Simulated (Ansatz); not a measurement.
CaO (rock salt, Fm-3m), DFT-r²SCAN in the program Ansatz with PAW potentials: ε∞ = 3.52, cell volume 27.56 Å³. Infrared-active transverse modes:

```
ω_TO (cm⁻¹)  oscillator strength S_xx (e²/amu)
-----------  ---------------------------------
283.7                                   0.4736
```

Q: Compute the static dielectric constant.

A: Each mode adds (4.921e7/V) S/ω²: 10.51. So ε0 = 14.0.

Q: What LO frequency does the Lyddane–Sachs–Teller relation give?

A: ω_LO = ω_TO √(ε0/ε∞) = 566 cm⁻¹.

Symmetry was held in the r²SCAN relaxation; phonons on a q-mesh show no instability.

Potentials: the later of the program's two PAW sets.
